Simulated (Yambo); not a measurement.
```
Mg2ZnP2
1.0
    4.01407     0.00000     0.00000
   -2.00704     3.47629     0.00000
    0.00000     0.00000     6.54388
Mg P Zn
2 2 1
Direct
  0.66667   0.33333   0.63415
  0.33333   0.66667   0.99427
  0.00000   0.00000   0.76671
  0.66667   0.33333   0.24345
  0.00000   0.00000   0.36142
```

Mg2ZnP2 (space group P3m1, No. 156): mean Im ε in 1 eV windows above the direct gap of 2.08 eV, for different electron-hole kernels (Yambo, broadening 0.15 eV, norm-conserving PBEsol (Quantum ESPRESSO, 84 Ry, without SOC) bands; 6×6×4 mesh, 6 valence and 10 conduction bands, static screening with 58 bands and a 3 Ry block, scissor 0.80 eV, Tamm-Dancoff; field along x).

```
window (eV)  independent quasiparticles  RPA (no attraction)  BSE
-----------  --------------------------  -------------------  ---
2.1 to 3.1                          4.9                  4.4  8.7
3.1 to 4.1                           14                   12   22
4.1 to 5.1                           22                   19   17
5.1 to 6.1                           12                   10  7.9
6.1 to 7.1                          8.4                  7.1  6.0
7.1 to 8.1                          5.9                  6.7  4.5
```

This run doesn't resolve bound excitons or single peaks, so only averages are given, and they too depend on the mesh; weight that the attraction moves below the gap isn't listed. All transitions below 8.53 eV are in the band window. The scissor comes from a G0W0 run whose convergence isn't established.

Geometry of the Materials Project entry, not relaxed at this level.

The structure is a Materials Project entry; no match was found in the copy of COD used, and its stability was not checked.
